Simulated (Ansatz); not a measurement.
**Structure relaxation, Cu**

The start is a randomly generated symmetric cell of Cu (space group No. 20). The structure is fully relaxed (lattice and positions, P = 0) with r2SCAN (plane waves to 500 eV, PAW, scalar-relativistic; Ansatz, an electronic-structure program). The first steps use a coarse 10×10×8 k-mesh.

The start:
```yaml
crystal:
  lattice:
    - [1.74704, -3.50631, 0.00000]
    - [1.74704, 3.50631, 0.00000]
    - [0.00000, 0.00000, 3.94999]
  atoms:
    - { symbol: Cu, position: [0.04419, 0.29821, 0.98295] }
    - { symbol: Cu, position: [0.95581, 0.70179, 0.48295] }
    - { symbol: Cu, position: [0.70179, 0.95581, 0.51705] }
    - { symbol: Cu, position: [0.29821, 0.04419, 0.01705] }
```

**Question.** How much energy is released per atom?

**Answer.** About 1.4 eV/atom.

**Question.** How does the volume per atom move from start to end?

**Answer.** -0.6 %, from 12.10 to 12.03 Å³/atom.

**Question.** How do the shortest distances between atoms change?

**Answer.** The closest pairs of elements (up to four, under 3.6 Å), start → end: Cu–Cu 1.79 → 2.39 Å.

**Question.** Is the relaxed structure metallic? Give its gap.

**Answer.** Zero (metallic).

Final values are on a 22×22×22 k-mesh of the relaxed cell. The start holds a very short contact (Cu–Cu 1.79 Å). No spin polarisation in the result.

The run could not lose the symmetry of its start: the end is stationary, and may be a saddle point rather than a minimum.

The relaxed structure here is a generated cell of Cu: the first start was made by a random draw of sites in a space group, and the end was not matched to a known phase here, so it may be hypothetical. Known forms of Cu include space group No. 225.
